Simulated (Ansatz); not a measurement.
Here is the system:

BaZrO3:
```cif
data_BaO3Zr
_chemical_formula_sum 'Ba1 Zr1 O3'
_space_group_name_H-M_alt 'P 1'
_space_group_IT_number 1
_cell_length_a 4.22721
_cell_length_b 4.22721
_cell_length_c 4.22721
_cell_angle_alpha 90.000
_cell_angle_beta 90.000
_cell_angle_gamma 90.000
loop_
_space_group_symop_operation_xyz
  'x, y, z'
loop_
_atom_site_label
_atom_site_type_symbol
_atom_site_fract_x
_atom_site_fract_y
_atom_site_fract_z
_atom_site_occupancy
Ba1 Ba 0.00000 0.00000 0.00000 1
Zr1 Zr 0.50000 0.50000 0.50000 1
O1 O 0.50000 0.00000 0.50000 1
O2 O 0.00000 0.50000 0.50000 1
O3 O 0.50000 0.50000 0.00000 1
```

This is the PBE-relaxed structure.

Problem. All from DFT-PBE in the program Ansatz with PAW potentials, unless another level is named. Give the electron effective mass, band 3 of 3 at the edge.

Solution. 0.36 along [100], 0.36 along [110], 0.48 along [111] (mₑ).

Problem. What about the conduction-band minimum?

Solution. at Γ.

Problem. Predict the valence-band maximum.

Solution. at R.

Problem. Give the weight of the conduction-edge state by species (Voronoi cells).

Solution. Zr 60 %, O 31 %, Ba 9 %.

Space group Pm-3m (cubic perovskite). Symmetry was held in the PBE relaxation. No spin polarisation was allowed. Spin–orbit coupling is left out wherever it is not named.

Potentials: the later of the program's two PAW sets.

Edges and masses are those of Kohn–Sham bands, whose gap is no quasiparticle gap.
